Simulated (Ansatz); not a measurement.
Ba$_{3}$Na: what symmetry allows forces and stress to be

```yaml
crystal:
  lattice:
    - [-2.64685, 3.15484, 6.71166]
    - [3.44204, -3.15484, 7.06942]
    - [2.64685, 3.15484, -6.71166]
  atoms:
    - { symbol: Na, position: [0.00000, 0.00000, 0.00000] }
    - { symbol: Ba, position: [0.74380, 0.24734, 0.50354] }
    - { symbol: Ba, position: [0.25620, 0.75266, 0.49646] }
    - { symbol: Ba, position: [0.50000, 0.50000, 0.00000] }
```

The calculation used DFT PBEsol, scalar-relativistic, plane waves, PAW (Ansatz 0.2.0).

Settings: cutoff 420 eV, Γ-centred mesh 8×8×8 on the computed 4-atom cell, Gaussian smearing of 0.10 eV; no spin polarisation.

This distorted cell has space group C2/m, with 4 operations.

Without a calculation: in which directions can each atom feel a force?

A force must be left unchanged by every operation that keeps its atom in place, so it lies in the space that those operations leave fixed. Atoms that the group maps onto each other feel forces of one size.
```tsv
atom	site symmetry	operations at the site	equivalent to atom	allowed force (Cartesian)
Na1	2/m	4	1	none
Ba2	m	2	2	in the plane normal to (0.00, 1.00, 0.00)
Ba3	m	2	2	in the plane normal to (0.00, 1.00, 0.00)
Ba4	2/m	4	4	none
```

That leaves 2 independent force components of 12. A relaxation in this cell that keeps the symmetry moves the atoms in these directions alone.

And the stress tensor?

It must be invariant under the point group, which leaves 4 independent components: yz, xy vanish.

Do the computed values obey this?

Yes. Forces (eV/Å):
```
Na1  0.000  0.000  0.000
Ba2 -0.135  0.000  0.098
Ba3  0.135  0.000 -0.098
Ba4  0.000  0.000  0.000
```

Stress (GPa, compression positive, xx yy zz yz xz xy): -1.01 -1.29 -1.12 0.00 -0.78 0.00. The program imposes the same operations on density, forces and stress, so this confirms the analysis and is no independent test of the calculation.